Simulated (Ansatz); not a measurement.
## Density of states of Ca₂AsI

```
CELL_PARAMETERS angstrom
2.19825 1.26916 7.45085
-2.19825 1.26916 7.45085
0.00000 -2.53832 7.45085
ATOMIC_POSITIONS crystal
Ca 0.23129 0.23129 0.23129
Ca 0.76871 0.76871 0.76871
As 0.50000 0.50000 0.50000
I 0.00000 0.00000 0.00000
```

The conventional cell has a = 4.396 Å, b = 4.396 Å, c = 22.353 Å, α = 90.00°, β = 90.00°, γ = 120.00°. Ca (atom 1) has 3 As at 2.92 Å as nearest neighbours. Around As (atom 3) lie 6 Ca at 2.92 Å. I (atom 4) is surrounded by 6 Ca at 3.41 Å.

The cell is the one relaxed in the Materials Project (mp-28554), not relaxed further here; entries there can be hypothetical.

Spin–orbit coupling is left out, though it moves levels of the heavy atoms by tenths of an eV or more.

Level of theory: Ansatz 0.2.0, DFT, LDA, all-electron LAPW, scalar-relativistic.

Settings: a Γ-centred 8×8×8 k mesh, Fermi–Dirac smearing of 0.01 eV, basis error target 1 meV/atom, no spin polarisation.

States per eV and cell, averaged over 0.4 eV, from -4.7 to 3.1 eV, with energies (bin centres) from the valence-band top; empty bins are left out. The partial columns, the largest 4 alone, are projections on Löwdin-orthogonalised atomic shells (those that the program's projection atoms carry: the occupied ones and, for some elements, an empty d or f shell; other empty shells have no column), summed over atoms of an element. Weights on diffuse s and p shells depend on that basis and aren't pure angular character.

```json
{"E (eV)": "-4.6", "total": "0.02", "I 5p": "0.02", "As 4p": "0.00", "Ca 4s": "0.00", "As 4s": "0.00"}
{"E (eV)": "-4.2", "total": "2.93", "I 5p": "2.55", "As 4p": "0.06", "Ca 4s": "0.26", "As 4s": "0.01"}
{"E (eV)": "-3.8", "total": "3.55", "I 5p": "2.99", "As 4p": "0.14", "Ca 4s": "0.30", "As 4s": "0.05"}
{"E (eV)": "-3.4", "total": "3.84", "I 5p": "3.49", "As 4p": "0.10", "Ca 4s": "0.14", "As 4s": "0.01"}
{"E (eV)": "-3.0", "total": "2.77", "I 5p": "2.66", "As 4p": "0.02", "Ca 4s": "0.03", "As 4s": "0.00"}
{"E (eV)": "-2.6", "total": "1.89", "I 5p": "1.83", "As 4p": "0.01", "Ca 4s": "0.01", "As 4s": "0.00"}
{"E (eV)": "-2.2", "total": "0.01", "I 5p": "0.00", "As 4p": "0.00", "Ca 4s": "0.00", "As 4s": "0.00"}
{"E (eV)": "-1.8", "total": "1.46", "I 5p": "0.08", "As 4p": "1.05", "Ca 4s": "0.23", "As 4s": "0.01"}
{"E (eV)": "-1.4", "total": "2.60", "I 5p": "0.19", "As 4p": "1.87", "Ca 4s": "0.30", "As 4s": "0.03"}
{"E (eV)": "-1.0", "total": "1.85", "I 5p": "0.07", "As 4p": "1.42", "Ca 4s": "0.16", "As 4s": "0.02"}
{"E (eV)": "-0.6", "total": "6.45", "I 5p": "0.27", "As 4p": "5.34", "Ca 4s": "0.20", "As 4s": "0.01"}
{"E (eV)": "-0.2", "total": "2.64", "I 5p": "0.03", "As 4p": "2.29", "Ca 4s": "0.01", "As 4s": "0.00"}
{"E (eV)": "1.4", "total": "0.05", "I 5p": "0.00", "As 4p": "0.00", "Ca 4s": "0.00", "As 4s": "0.00"}
{"E (eV)": "1.8", "total": "0.85", "I 5p": "0.00", "As 4p": "0.01", "Ca 4s": "0.01", "As 4s": "0.00"}
{"E (eV)": "2.2", "total": "2.53", "I 5p": "0.01", "As 4p": "0.03", "Ca 4s": "0.09", "As 4s": "0.01"}
{"E (eV)": "2.6", "total": "2.87", "I 5p": "0.02", "As 4p": "0.04", "Ca 4s": "0.24", "As 4s": "0.03"}
{"E (eV)": "3.0", "total": "4.82", "I 5p": "0.03", "As 4p": "0.10", "Ca 4s": "0.69", "As 4s": "0.05"}
```

(1) Which of the resolved shells contributes most in the top eV of the valence band?

Answers

(1) As 4p, with 83 % of all states there; I 5p follows with 3 %.
